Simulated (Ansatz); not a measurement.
**E(M) for AgRh (P-6m2)**

```
Ag Rh
1.0
     2.77759    0.00000    0.00000
    -1.38879    2.40546    0.00000
     0.00000    0.00000    4.80860
Ag Rh
1 1
Direct
  0.00000 0.00000 0.50000
  0.66667 0.33333 0.00000
```

The source of the geometry is a structure from the Materials Project; atoms and cell stay fixed.

Settings: PBE, 14×14×7 k mesh, Fermi–Dirac smearing of 0.05 eV. PAW means Ansatz 0.2.0 on its default frozen-core files; LAPW is all-electron LAPW in Ansatz 0.2.0. Site moments are integrated in spheres about the atoms, whose radii differ between the methods. Start moments of the first PAW run (μB): Rh2 1.

Each run fixes M = N↑ − N↓ with two Fermi levels; the holding field B = (E_F↑ − E_F↓)/2μB is the slope of the free energy against M over μB. Energies count from each method's free run. The held moment starts on the atoms that carry the free run's moments.

The free PAW run: Site moments (μB): Ag1 0.02, Rh2 0.44. Cell moment 0.46 μB.

| M (μB/cell) | ΔF PAW (meV/cell) | ΔF LAPW (meV/cell) | B, PAW (T) | largest site moment, PAW (μB) | pressure, PAW (GPa) |
| --- | --- | --- | --- | --- | --- |
| 0.00 | +6.4 | +6.8 | – | 0.00 | -2.3 |
| 0.11 | +5.8 | +6.2 | -194 | 0.11 | -2.3 |
| 0.23 | +3.9 | – | ? | 0.23 | -2.2 |
| 0.32 | +1.9 | +2.1 | -368 | 0.31 | -2.2 |
| 0.39 | +0.6 | – | -265 | 0.38 | -2.1 |
| 0.51 | +0.5 | – | +397 | 0.49 | -2.0 |
| 0.55 | +2.1 | +2.0 | ? | 0.52 | -1.9 |
| 0.62 | +7.5 | +7.3 | +1561 | 0.59 | -1.8 |

Task: What belongs in the row "0.23", column "B, PAW (T)"?

Result: -351.

Task: What belongs in the row "0.55", column "B, PAW (T)"?

Result: +982.

Against an unpolarised PAW run, spin polarisation gains 3.2 meV per atom; the pressure goes from -2.3 to -2.0 GPa.

Task: Fit ΔF = E₀ + a₂M² + a₄M⁴ to the PAW points up to M = 0.62 μB, leaving out M = 0.32. What does the fit give, and how well does it predict the point left out?

Result: E₀ = +6.7 meV, a₂ = -71.71 meV/μB², a₄ = +189.442 meV/μB⁴, with a worst miss of 0.4 meV. At M = 0.32 it gives +1.4 meV against the computed +1.9. Since a₂ < 0 the minimum lies at M₀ = √(−a₂/2a₄) = 0.44 μB, against 0.46 μB from the free run.

Separate runs put a uniform field on the spins (g = 2):

```json
{"field (T)": "200", "M PAW (μB/cell)": "0.490", "M LAPW (μB/cell)": "0.492"}
{"field (T)": "1000", "M PAW (μB/cell)": "0.551", "M LAPW (μB/cell)": "0.552"}
{"field (T)": "3000", "M PAW (μB/cell)": "1.055", "M LAPW (μB/cell)": "1.057"}
```

The rows needn't lie on one branch: at M = 0 the run is unmagnetised, so slopes across such rows needn't follow B.

The Ansatz runs typed with the search for lower states off end where their start leads. These are results for the start and cell typed. The real compound can order otherwise, in a larger cell, or not at all, since semilocal functionals at zero temperature often overstate magnetism.
